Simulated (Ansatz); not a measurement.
Relaxed-ion elastic tensor of Cs (fcc (Cu type), space group No. 225) in GPa (Voigt order), the program Ansatz at the PBEsol level (PAW); density 2.04 g/cm³, 108.42 Å³ per atom.

```
2.4  1.9  1.9  0.0  0.0  0.0
1.9  2.4  1.9  0.0  0.0  0.0
1.9  1.9  2.4  0.0  0.0  0.0
0.0  0.0  0.0  1.6  0.0  0.0
0.0  0.0  0.0  0.0  1.6  0.0
0.0  0.0  0.0  0.0  0.0  1.6
```

### Question
Is the crystal mechanically stable?

### Answer
Yes: the smallest eigenvalue of C is 0.5 GPa.

### Question
Work out the Voigt, Reuss and Hill averages.

### Answer
K_V = 2.1, K_R = 2.1, K_H = 2.1; G_V = 1.0, G_R = 0.5, G_H = 0.8 GPa.

### Question
Give Young's modulus, Poisson's ratio, Pugh's ratio and the universal anisotropy index.

### Answer
E = 9KG/(3K + G) = 2.0 GPa; ν = 0.34; K/G = 2.73 (ductile by the Pugh limit of 1.75); A_U = 5G_V/G_R + K_V/K_R − 6 = 6.06.

### Question
Estimate the sound speeds and the Debye temperature.

### Answer
v_l = √((K + 4G/3)/ρ) = 1230 m/s, v_t = √(G/ρ) = 609 m/s, mean 684 m/s; Θ = (h/k)(3n/4πV)^(1/3) v_m = 42.7 K.

### Question
Give the Zener ratio and Young's modulus along [100], [110] and [111].

### Answer
A = 2C44/(C11 − C12) = 6.90; 1/E = S11 − 2(S11 − S12 − S44/2)Γ with Γ = 0, 1/4, 1/3 gives 0.7, 1.7, 3.8 GPa.

Space group Fm-3m (fcc (Cu type)). The workflow started from a Materials Project entry (that database holds measured and hypothetical structures alike); the Crystallography Open Database files this formula in space group No. 225, but the cells were not matched. It is not the phase usual at ambient conditions (space group No. 229). Symmetry was held in the PBEsol relaxation; whether a distortion lowers the energy is not shown. As this level gives no gap, shear constants depend on the k-mesh and smearing (Fermi–Dirac, 0.1 eV here). Spin–orbit coupling is left out wherever it is not named.

Potentials: the earlier of the program's two PAW sets. The files were generated under PBE; for other functionals the program regenerates the frozen cores, and for LDA and PBEsol the local potential too.
